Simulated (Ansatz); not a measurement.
Level of theory: DFT PBE, scalar-relativistic, plane waves, PAW (Ansatz 0.2.0). All cells share a 420 eV cutoff and Γ-centred k meshes spaced at most about 0.3 Å⁻¹ (about 0.25 or finer for metals, 2π included). Collinear spin in cells that started with moments and kept them past the coarse steps, no spin elsewhere.

These are static total energies at zero pressure.

Two relaxed structures of IrAuC6N6:

1. (no spin)

Space group Fm-3m (No. 225). a = 10.742 Å, b = 10.742 Å, c = 10.742 Å, α = 90.00°, β = 90.00°, γ = 90.00°
| atom | site | symmetry | x | y | z |
| --- | --- | --- | --- | --- | --- |
| Ir | 4b | m-3m | 0.5000 | 0.0000 | 0.0000 |
| C | 24e | 4m.m | 0.2060 | 0.0000 | 0.0000 |
| Au | 4a | m-3m | 0.0000 | 0.0000 | 0.0000 |
| N | 24e | 4m.m | 0.3144 | 0.0000 | 0.0000 |

2. (site moments Au 1.0 μB)

Space group Fm-3m (No. 225). a = 10.699 Å, b = 10.699 Å, c = 10.699 Å, α = 90.00°, β = 90.00°, γ = 90.00°
```json
{"atom": "Ir", "site": "4a", "symmetry": "m-3m", "x": "0.0000", "y": "0.0000", "z": "0.0000"}
{"atom": "C", "site": "24e", "symmetry": "4m.m", "x": "0.1883", "y": "0.0000", "z": "0.0000"}
{"atom": "Au", "site": "4b", "symmetry": "m-3m", "x": "0.5000", "y": "0.0000", "z": "0.0000"}
{"atom": "N", "site": "24e", "symmetry": "4m.m", "x": "0.2970", "y": "0.0000", "z": "0.0000"}
```

Task: Which placement of the atoms is lower in energy, and by how much?

Result: Cell 2 is lower, by 136 meV/atom. The two share one framework of sites and differ in which element sits where. Cell 1 has space group Fm-3m (No. 225), 22.1 Å³/atom and no gap on its mesh; cell 2 has space group Fm-3m (No. 225), 21.9 Å³/atom and a gap of 0.64 eV. The shortest distance is 1.16 Å (C–N) in cell 1 and 1.16 Å (C–N) in cell 2. Their magnetic states differ too, which can make part of the margin. Even the lower one lies +0.56 eV/atom against the reference forms of the elements (uncorrected), so neither is stable at this level. In cell 1, Ir has 6 N at 1.99 Å; around C lie 1 N at 1.16 Å and 1 Au at 2.21 Å; Au has 6 C at 2.21 Å; around N lie 1 C at 1.16 Å and 1 Ir at 1.99 Å. In cell 2, around Ir lie 6 C at 2.01 Å; C is surrounded by 1 N at 1.16 Å and 1 Ir at 2.01 Å; Au has 6 N at 2.17 Å; N is surrounded by 1 C at 1.16 Å and 1 Au at 2.17 Å. Both come from invented guesses.

Spin–orbit coupling, which can matter for Au and Ir, is left out. Kohn–Sham gaps at this level usually fall short of measured ones. Another magnetic order may lie lower. Cells relaxed within their symmetry can be saddle points.
